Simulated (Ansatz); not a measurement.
Structure from Materials Project entry mp-1152 (possibly hypothetical), not relaxed further.

TiRh3: DFT, r2SCAN, PAW with Ansatz's default frozen-core files, scalar-relativistic (Ansatz 0.2.0).

```yaml
crystal:
  lattice:
    - [3.82597031, 0.0, 0.0]
    - [0.0, 3.82597031, 0.0]
    - [0.0, 0.0, 3.82597031]
  atoms:
    - { symbol: Ti, position: [0.0, 0.0, 0.0] }
    - { symbol: Rh, position: [0.5, 0.5, 0.0] }
    - { symbol: Rh, position: [0.5, 0.0, 0.5] }
    - { symbol: Rh, position: [0.0, 0.5, 0.5] }
kpoints:
  mp_grid: { grid: [10, 10, 10] }
  band_path:
    path:
      - [0.0, 0.0, 0.0]
      - [0.0, 0.5, 0.0]
      - [0.5, 0.5, 0.0]
      - [0.0, 0.0, 0.0]
      - [0.5, 0.5, 0.5]
      - [0.0, 0.5, 0.0]
      - [0.5, 0.5, 0.5]
      - [0.5, 0.5, 0.0]
    npoints: 8
scf:
  occupations: { method: fermi_dirac, width: 0.05 }
hamiltonian:
  xc: r2scan
  pseudopotentials: { kind: paw }
output:
  forces: true
  stress: true
  eigenvalues: true
  efg: { contact_densities: true }
  populations: true
  bader: true
  dos: { projected: true, de: 0.2, e_range: [-14, 8] }
```

Output:

```
Rh: output.efg is read without spin–orbit coupling, which moves field gradients at and beside such atoms by some per cent and up to a factor of two; PAW files take it under magnetization.noncollinear and magnetization.spin_orbit
Engine: ansatz 0.2.0
Pseudopotentials: kind: paw
Pseudopotential: Ti, paw, valence charge 12, recommended cutoff 500 eV (meta_gga)
Pseudopotential: Rh, paw, valence charge 17, recommended cutoff 500 eV (meta_gga)
Functional definition: r2SCAN
  parameter k0 = 0.174
  parameter k1 = 0.065
  parameter a1 = 4.9479
  exchange = r2scan_x(k0 = k0, k1 = k1, a1 = a1)
  correlation = r2scan_c
Crystal: 4 atoms, lattice volume = 56.005 Å³
Basis set: ecut = 500 eV, 1365 PW (Γ), exchange–correlation on 120×120×120 points (64 copies of the dense FFT grid, shifted against one another)
Bands: 38, of which v1, the nominal top of the filled ones, is band 32 counted from 1 (31 counted from 0)
Symmetry: 48 space group operations
Space group: Pm-3m (ITA 221), of the structure as read, at distance tolerance 3.8e-5 Å
k-points: 56 of 1000
Non-local potential: Ti, projectors of the file, l = 0: 3, l = 1: 2, l = 2: 3, l = 3: 1
Non-local potential: Rh, projectors of the file, l = 0: 3, l = 1: 2, l = 2: 2, l = 3: 1
PAW form: soft (Blöchl's): semilocal exchange-correlation on the pseudo side does not see the compensation charge
PAW frozen core: Ti, regenerated for the run's functional (the file was generated under x = pbe(κ = 0.804, μ = 0.2195149727645171), c = pbe(β = 0.06672455060314922))
PAW frozen core: Rh, regenerated for the run's functional (the file was generated under x = pbe(κ = 0.804, μ = 0.2195149727645171), c = pbe(β = 0.06672455060314922))
PAW one-centre angular grid: Ti, 590 points (default); XC on 160 Gauss nodes
PAW one-centre angular grid: Rh, 590 points (default); XC on 160 Gauss nodes
Initial density: superposition of atomic densities (neutral atoms: chi_scale 0, normalization atom), corrected by the library's trained network
Initial wavefunctions: pseudopotential atomic-orbital guess
Functional: x = r2scan, c = r2scan; τ floored in thin density (d = 2e-4 eV/Å³)
SCF iter   1: F=—  HF=-21752.902243 eV  |F-HF|=—  |Δ(HF+E_count)|=         —  Δρ=2.66e-2  dr2=5.78e-1  dr2_τ=6.26e-2  ethr=1.77e-3  ⟨swp⟩=5.7  Hψ=6864  notcnv=0
preconditioner: auto → Kerker (q_TF=auto, 2.782 Å⁻¹)  [metal: Δε(μ)=0.021 eV  Ē_g=5.037 eV  σ=0.050 eV  W_gap=0.10  n_scr=18 (ndim 8)  ℏωp=27.6 eV  f_vac=0.000  D(μ)=3.20/eV (n_scr^D=26)]
SCF iter   2: F=—  HF=-21752.915569 eV  |F-HF|=—  |Δ(HF+E_count)|=   1.33e-2  Δρ=1.81e-2  dr2=2.09e-1  dr2_τ=3.62e-2  ethr=9.17e-4  ⟨swp⟩=2.1  Hψ=2879  notcnv=0  defer=55
SCF iter   3: F=—  HF=-21752.906473 eV  |F-HF|=—  |Δ(HF+E_count)|=   9.10e-3  Δρ=6.59e-3  dr2=1.23e-2  dr2_τ=3.98e-4  ethr=3.32e-4  ⟨swp⟩=2.1  Hψ=2738  notcnv=0  defer=55
SCF iter   4: F=—  HF=-21752.907284 eV  |F-HF|=—  |Δ(HF+E_count)|=   8.10e-4  Δρ=2.44e-3  dr2=4.07e-3  dr2_τ=3.72e-4  ethr=1.96e-5  ⟨swp⟩=2.1  Hψ=2963  notcnv=0  defer=55
SCF iter   5: F=—  HF=-21752.907111 eV  |F-HF|=—  |Δ(HF+E_count)|=   1.73e-4  Δρ=3.76e-4  dr2=4.34e-5  dr2_τ=4.49e-6  ethr=6.46e-6  ⟨swp⟩=1.8  Hψ=2227  notcnv=0  defer=55
SCF iter   6: F=—  HF=-21752.907133 eV  |F-HF|=—  |Δ(HF+E_count)|=   2.21e-5  Δρ=2.46e-4  dr2=7.00e-5  dr2_τ=1.90e-6  ethr=6.89e-8  ⟨swp⟩=2.1  Hψ=3691  notcnv=0  defer=55
SCF iter   7: F=—  HF=-21752.907130 eV  |F-HF|=—  |Δ(HF+E_count)|=   2.74e-6  Δρ=4.25e-5  dr2=2.28e-6  dr2_τ=1.96e-8  ethr=6.89e-8  ⟨swp⟩=1.8  Hψ=2237  notcnv=0  defer=55
SCF iter   8: F=—  HF=-21752.907130 eV  |F-HF|=—  |Δ(HF+E_count)|=   9.70e-8  Δρ=1.61e-5  dr2=3.17e-7  dr2_τ=5.68e-9  ethr=3.61e-9  ⟨swp⟩=1.5  Hψ=2128  notcnv=0  defer=55
SCF iter   9: F=-21752.907130 eV  HF=-21752.907130 eV  |F-HF|=7.47e-9  |Δ(HF+E_count)|=   2.16e-8  Δρ=2.96e-6  dr2=9.71e-9  dr2_τ=2.03e-10  ethr=1.59e-10  ⟨swp⟩=7.9  Hψ=6924  notcnv=0
SCF 1 converged in 9 iterations: F = -21752.907130 eV  dr2 = 9.71e-9
  greatest PAW one-centre occupation: 1.000 electrons in one spin orbital (limit 2), on the Ti atom at site 0 (counted from 0), in its partial waves of l = 1
NSCF: frozen V_eff on 57 k-points
SCF converged after 9 iterations
Free energy (F): -21752.907130 eV
Harris-Foulkes:  -21752.907130 eV  (|F-HF|=7.47e-9)
Internal energy: -21752.879706 eV  (E = F + TS)
E sigma→0 (E₀):  -21752.893418 eV
Entropy (-TS):   -0.027424 eV (-6.856 meV/atom)
Fermi energy:    20.343466 eV
--- Per-component energies (eV) ---
  E_band       = -476.292609
  E_kinetic    = 1994.969257
  E_local      = -5591.903213  (includes V_loc(G=0)·N_el)
  E_nonlocal   = 1071.019660
  E_hartree    = 2029.438460
  E_xc         = -745.675341
  E_vxc        = -1079.390752  (∫ρ·V_xc dr)
  E_paw        = -11868.748444  (= ΣΔE_a)
  E_vpaw       = -1003.470571  (= ΣTr[D̂ρ^β])
  E_aug_tail   = 0.002437  (compensation charges beyond the density's cutoff)
  E_vtau       = 73.606562  (kinetic-family band-sum trace: ∫τ·v_τ [+ j·A + Jᵃ·Aᵃ] dr)
  E_ewald      = -8640.619187
  E_core_change = -1.363335  (= ΣΔE_core)
  E_smearing   = -0.027424  (= −TS)
  E_closure    = 0.000000  (closes the sum)
  Σ components = -21752.907130   (vs F -21752.907130, Δ=0.00e0)
--- Forces (eV/Å), atoms counted from 1 ---
  atom   1  Ti    -0.00000000     0.00000000    -0.00000000
  atom   2  Rh     0.00000000    -0.00000000     0.00000000
  atom   3  Rh    -0.00000000    -0.00000000     0.00000000
  atom   4  Rh     0.00000000     0.00000000    -0.00000000
  max |Σ_I F_I| component: 6.55e-29 eV/Å
--- Stress (GPa, compression-positive) ---
       -1.053622       0.000000       0.000000
       -0.000000      -1.053622       0.000000
        0.000000       0.000000      -1.053622
  P = ⅓ Tr σ = -1.0536 GPa (-10.536 kbar)
--- PAW observables at the nuclei: V_zz in 10²¹ V/m², potentials from the cell's mean, atoms counted from 1 ---
  atom   1  Ti V_zz =    +0.000000   η = 0.0000   by run symmetry: forbidden
            electrostatic potential = -2538.417875 V   contact ρ = 56727.998302 e/Å³
  atom   2  Rh V_zz =    -3.242889   η = 0.0000   by run symmetry: allowed
            electrostatic potential = -7027.392010 V   contact ρ = 789358.413670 e/Å³
  atom   3  Rh V_zz =    -3.242889   η = 0.0000   by run symmetry: allowed
            electrostatic potential = -7027.392010 V   contact ρ = 789358.413670 e/Å³
  atom   4  Rh V_zz =    -3.242889   η = 0.0000   by run symmetry: allowed
            electrostatic potential = -7027.392010 V   contact ρ = 789358.413670 e/Å³
--- Band table (eV; the first three rows and the last of 56) ---
  k-point 0: bands = ["-60.3206", "-60.2054", "-60.2054", "-39.0881", "-27.6068", "-27.6068", "-27.6068", "-27.3065", "-27.3065", "-27.3065", "-27.1078", "-27.1078", "-27.1078", "-14.2571", "-14.2571", "-14.2571", "12.7307", "14.3684", "14.7652", "14.7652", "15.0673", "15.0673", "15.0673", "18.1812", "18.1812", "18.1812", "20.0602", "20.0602", "21.1967", "21.7299", "21.7299", "21.7299", "23.1152", "23.1152", "23.7315", "23.7315", "23.7315", "24.1261"]
  k-point 1: bands = ["-60.3181", "-60.2079", "-60.2054", "-39.0882", "-27.5997", "-27.5997", "-27.5953", "-27.3087", "-27.3087", "-27.3073", "-27.1204", "-27.1128", "-27.1128", "-14.2610", "-14.2581", "-14.2581", "12.8689", "14.4566", "14.8288", "14.8734", "15.1210", "15.1533", "15.1533", "18.0956", "18.2274", "18.2274", "19.9533", "20.0772", "21.0881", "21.2738", "21.2738", "21.7302", "22.9202", "23.0453", "23.1715", "23.1715", "23.7073", "23.7270"]
  k-point 2: bands = ["-60.3109", "-60.2150", "-60.2053", "-39.0885", "-27.5799", "-27.5799", "-27.5618", "-27.3156", "-27.3156", "-27.3094", "-27.1567", "-27.1262", "-27.1262", "-14.2712", "-14.2604", "-14.2604", "13.2687", "14.7054", "15.0017", "15.1829", "15.2771", "15.4085", "15.4085", "17.8572", "18.3466", "18.3466", "19.6541", "20.1151", "20.3421", "20.3421", "20.7728", "21.7310", "22.0653", "22.6290", "22.6290", "22.8699", "23.0800", "23.7158"]
  k-point 55: bands = ["-60.2431", "-60.2431", "-60.2431", "-39.0858", "-27.7496", "-27.5760", "-27.5760", "-27.5760", "-27.1366", "-27.1366", "-27.1366", "-27.1166", "-27.1166", "-14.2697", "-14.2697", "-14.2697", "14.7054", "14.8956", "14.8956", "14.8956", "17.4368", "17.4368", "17.4368", "18.1385", "18.1385", "18.1385", "18.6907", "18.6907", "21.2753", "21.2753", "21.2753", "21.4358", "21.4358", "21.4358", "21.5486", "22.9533", "22.9533", "22.9533"]
--- Löwdin populations: 4 sites ---
  site symbol       q [e]
     0     Ti     11.5213
     1     Rh     17.0250
     2     Rh     17.0250
     3     Rh     17.0250
  spilling = 0.006409 (of n_electrons = 63.000000)
--- Bader charges: 4 sites ---
  site symbol  charge [e]  shift [e]
     0     Ti      1.5615     0.0041
     1     Rh     -0.5205     0.0014
     2     Rh     -0.5205     0.0014
     3     Rh     -0.5205     0.0014
  estimated error of the sums over rays = 2.6e-4 e
```

populations.tsv:

```
# site	symbol	l	j	q
# orbitals = lowdin
# n_electrons = 63.000000
# spilling = 0.006409
0	Ti	0_3S	-	1.913873
0	Ti	0_4S	-	0.826715
0	Ti	1_3P	-	5.992934
0	Ti	2_3D	-	2.787775
1	Rh	0_4S	-	1.986782
1	Rh	0_5S	-	0.801674
1	Rh	1_4P	-	5.991127
1	Rh	2_4D	-	8.245391
2	Rh	0_4S	-	1.986782
2	Rh	0_5S	-	0.801674
2	Rh	1_4P	-	5.991127
2	Rh	2_4D	-	8.245391
3	Rh	0_4S	-	1.986782
3	Rh	0_5S	-	0.801674
3	Rh	1_4P	-	5.991127
3	Rh	2_4D	-	8.245391
```

bader_charges.tsv:

```
# site	symbol	x_ang	y_ang	z_ang	partial_charge_e	electrons	volume_ang3	relative_density_drop	shared_charge_e	partial_wave_shift_e
# quadrature_error_electrons = 2.6e-4
0	Ti	0.0000	0.0000	0.0000	1.56147	20.43853	8.91	-	1.56147	0.00413
1	Rh	1.9130	1.9130	0.0000	-0.52049	45.52049	15.70	-	-0.52049	0.00138
2	Rh	1.9130	0.0000	1.9130	-0.52049	45.52049	15.70	-	-0.52049	0.00138
3	Rh	0.0000	1.9130	1.9130	-0.52049	45.52049	15.70	-	-0.52049	0.00138
```

Spin polarisation is left out, and whether a magnetic state lies lower isn't shown here.
